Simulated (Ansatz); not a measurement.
Theory: DFT PBE, scalar-relativistic, plane waves, PAW in Ansatz 0.2.0. Settings: cutoff 420 eV, Γ-centred meshes spaced at most about 0.3 Å⁻¹, and about 0.25 Å⁻¹ or finer for metals (2π included), Gaussian smearing. No spin polarisation in the final relaxations.

All energies are static (0 K, no zero-point motion). All come from trial cells, and lower structures may exist.

Task: Order these relaxed structures of SiC₃ by energy, lowest first, with the energy over the lowest of them.
1. Space group P-4m2 (No. 115), tetragonal, a = 2.803 Å, c = 4.112 Å. Si is surrounded by 4 C at 1.83 Å; around C on a site of symmetry 2mm lie 2 C at 1.65 Å and 2 Si at 1.83 Å; C on a site of symmetry -4m2 is surrounded by 4 C at 1.65 Å.
2. Space group P-6m2 (No. 187), hexagonal, a = 2.838 Å, c = 9.155 Å. Around Si lie 3 C at 1.64 Å; C on its first site is surrounded by 3 C at 1.64 Å; around C on its second site lie 3 Si at 1.64 Å; C on its third site is surrounded by 3 C at 1.64 Å.
3. Space group P1 (No. 1), triclinic, a = 2.745 Å, b = 4.353 Å, c = 9.849 Å, α = 90.3°, β = 91.1°, γ = 90.0°. Around Si on its first site lie 3 C at 1.73–1.75 Å; Si on its second site has 3 C at 1.73–1.75 Å; C on its first site has 1 C at 1.45 Å and 2 C at 1.55 Å; C on its second site has 1 C at 1.45 Å and 2 C at 1.55 Å; 4 more sites not described.

Result: 1 (0 meV/atom), 3 (162 meV/atom), 2 (442 meV/atom). Forms: 1 Si and C ordered on diamond sites, P-4m2; 3 P1; 2 P-6m2. Counting C atoms around Si (those within 1.25 times the shortest such distance or 1.15 times the sum of covalent radii): cell 1 has Si 4; cell 3 has Si 3; cell 2 has Si 3. Cell 1 holds C–C nets (shortest 1.65 Å); cell 3 holds C–C nets (shortest 1.45 Å); cell 2 holds C–C nets (shortest 1.64 Å). Even the lowest lies +0.51 eV/atom against the elements.

Weakly bound directions are ill-defined at this level, which has no dispersion term (P1, P-6m2), and this can change margins and order among such cells. Cells relaxed within their symmetry can be saddle points. The P1 cell of SiC3 came from shaking the P-6m2 one. Some types were kept out of the candidates beforehand, so the set may lack a known form.
